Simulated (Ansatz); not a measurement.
A generator proposed this cell of Ge₄P.

```cif
data_structure
_symmetry_space_group_name_H-M 'P 1'
_symmetry_Int_Tables_number 1
_cell_length_a 5.2323
_cell_length_b 5.2323
_cell_length_c 6.4446
_cell_angle_alpha 90.000
_cell_angle_beta 90.000
_cell_angle_gamma 74.097
_cell_volume 169.68
loop_
_atom_site_label
_atom_site_type_symbol
_atom_site_fract_x
_atom_site_fract_y
_atom_site_fract_z
_atom_site_occupancy
Ge1 Ge 0.77207 0.77207 0.00000 1
Ge2 Ge 0.27207 0.27207 0.50000 1
Ge3 Ge 0.22793 0.22793 0.00000 1
Ge4 Ge 0.72793 0.72793 0.50000 1
Ge5 Ge 0.30193 0.69807 0.70264 1
Ge6 Ge 0.69807 0.30193 0.29735 1
Ge7 Ge 0.80193 0.19807 0.79736 1
Ge8 Ge 0.19807 0.80193 0.20264 1
P1 P 0.00000 0.00000 0.00000 1
P2 P 0.50000 0.50000 0.50000 1
```

These are results of DFT PBE, scalar-relativistic, plane waves, PAW (Ansatz), not measurements. Plane waves to 420 eV, a k mesh through Γ of 4×4×4 on the computed 10-atom cell and Gaussian smearing (0.10 eV); no spin polarisation.

Energies over the elements count from the elements' standard structures at the same level, with no fitted energy shifts. The references include black phosphorus.

Question: How far from equilibrium is it?

Answer: The pressure is 66.5 GPa (the mean over three directions, positive in compression), the largest force is 15.22 eV/Å, and the energy is +2.65 eV/atom against the elements. The shortest distance is 1.81 Å, so close that the PAW spheres overlap strongly and these values are rough.

Question: Is it a good guess?

Answer: A poor one: relaxing gains about 2.3 eV/atom (the start's value is from the coarse mesh, so the gain is rough) in 15 ionic steps and ends at +0.34 eV/atom on the finer mesh. The symmetry goes from Cmce (No. 64) to I4/mmm (No. 139), and the primitive cell from 10 to 5 atoms. The volume per atom grows by 16.2 %, from 17.0 to 19.7 Å³. The shortest distance goes from 1.81 Å (Ge–P) to 2.51 Å (Ge–P). Conventional cell: a = 5.013 Å, c = 7.843 Å. Ge on a site of symmetry 4mm is surrounded by 1 P at 2.51 Å and 5 Ge at 2.81–2.87 Å; around Ge on a site of symmetry mmm lie 2 P at 2.51 Å and 4 Ge at 2.87 Å; P has 6 Ge at 2.51 Å.

The last run used a 10×10×10 mesh for its 5-atom cell and Gaussian smearing of 0.10 eV. The cell is a metal run without spin; a magnetic state may lie lower. The reference form of P is held partly by dispersion forces, which this level lacks. The relaxation can't lower the symmetry of the start, and the grade says only how near the guess is to its own end. Symmetry constrained the relaxation, so the result can be a saddle point.
